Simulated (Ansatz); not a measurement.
Cu Kα1 powder pattern (kinematic, no thermal factors).
| 2θ (°) | relative intensity |
| --- | --- |
| 24.23 | 1 |
| 25.73 | 14 |
| 25.75 | 4 |
| 29.80 | 100 |
| 35.65 | 2 |
| 42.64 | 37 |
| 42.66 | 36 |
| 50.47 | 2 |
| 50.48 | 4 |
| 50.50 | 2 |
| 52.88 | 19 |
| 52.92 | 6 |
| 61.90 | 12 |
| 62.62 | 1 |
| 68.15 | 2 |
| 68.20 | 1 |
| 70.18 | 16 |
| 70.21 | 15 |
| 78.06 | 6 |
| 78.07 | 12 |
| 78.12 | 6 |

The pattern is computed from a structure relaxed with Ansatz 0.2.0, DFT PBE, scalar-relativistic, plane waves, PAW. No spin polarisation. Its elements are S, Se, Sn.

Task: Give the structure.

Result: Sn$_{3}$Se$_{2}$S.
Space group P-3m1 (No. 164). a = 4.238 Å, b = 4.238 Å, c = 10.372 Å, α = 90.00°, β = 90.00°, γ = 120.00°
| atom | site | symmetry | x | y | z |
| --- | --- | --- | --- | --- | --- |
| Sn | 1a | -3m. | 0.0000 | 0.0000 | 0.0000 |
| Sn | 2d | 3m. | 0.3333 | 0.6667 | 0.6577 |
| Se | 2d | 3m. | 0.6667 | 0.3333 | 0.8289 |
| S | 1b | -3m. | 0.0000 | 0.0000 | 0.5000 |

A pattern alone doesn't exclude other cells with like lines; this is the one computed.

The cell was found from a structure generator's guess, not taken from experiment.
